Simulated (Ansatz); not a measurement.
input.yaml

```yaml
crystal:
  lattice:
    - [-2.1156552543, 2.1156552543, 2.1156552543]
    - [2.1156552543, -2.1156552543, 2.1156552543]
    - [2.1156552543, 2.1156552543, -2.1156552543]
  atoms:
    - { symbol: Na, position: [0.0, 0.0, 0.0] }
basis:
  ecutwfc: 420
kpoints:
  mp_grid: { grid: [14, 14, 14] }
hamiltonian:
  xc: pbe
scf:
  occupations: { method: gaussian, width: 0.1 }
output:
  forces: true
  stress: true
  eigenvalues: true
```

Run as
```bash
ansatz run input.yaml --threads 1 --pin off --max-ram 2560MiB --backend cpu --events-out ev --progress --plain --runs-dir out
```

Level of theory: Ansatz, DFT PBE, scalar-relativistic, plane waves, PAW.

Abridged output (final results; tables in files aren't shown):

```
SCF 1 converged in 6 iterations: F = -1486.416678 eV  dr2 = 8.99e-10
SCF converged after 6 iterations
Free energy (F): -1486.416678 eV
Harris-Foulkes:  -1486.416678 eV  (|F-HF|=6.98e-10)
Internal energy: -1486.413625 eV  (E = F + TS)
E sigma→0 (E₀):  -1486.415152 eV
Entropy (-TS):   -0.003053 eV (-3.053 meV/atom)
Fermi energy:    1.624224 eV
--- Per-component energies (eV) ---
  E_band       = -242.045496
  E_kinetic    = 120.113159
  E_local      = -1449.013241  (includes V_loc(G=0)·N_el)
  E_nonlocal   = 115.091657
  E_hartree    = 530.459737
  E_xc         = -38.318557
  E_vxc        = -49.232969  (∫ρ·V_xc dr)
  E_paw        = -263.164463  (= ΣΔE_a)
  E_vpaw       = -39.924752  (= ΣTr[D̂ρ^β])
  E_aug_tail   = -0.000033  (compensation charges beyond the density's cutoff)
  E_ewald      = -501.581884
  E_smearing   = -0.003053  (= −TS)
--- Forces (eV/Å), atoms counted from 1 ---
  atom   1  Na     0.00000000     0.00000000     0.00000000
--- Stress (GPa, compression-positive) ---
       -0.182654       0.000000       0.000000
        0.000000      -0.182654       0.000000
        0.000000       0.000000      -0.182654
  P = ⅓ Tr σ = -0.1827 GPa (-1.827 kbar)
--- Band table (eV; the first three rows and the last of 104) ---
  k-point 0: bands = ["-51.3645", "-23.2694", "-23.2694", "-23.2694", "-1.5811", "13.2405", "13.2405", "13.2405", "14.2290"]
  k-point 1: bands = ["-51.3644", "-23.2710", "-23.2699", "-23.2694", "-1.4926", "12.0590", "12.6709", "12.8801", "13.5018"]
  k-point 2: bands = ["-51.3642", "-23.2756", "-23.2715", "-23.2694", "-1.2282", "10.2101", "11.8341", "12.2641", "12.6790"]
  k-point 103: bands = ["-51.3613", "-23.2933", "-23.2933", "-23.2933", "6.1346", "6.1346", "6.4696", "6.4696", "6.4696"]
```

The run converged.

The run took 1.7 s on 1 thread of Arm Neoverse V1, with other jobs on the host, peak memory 0.28 GiB.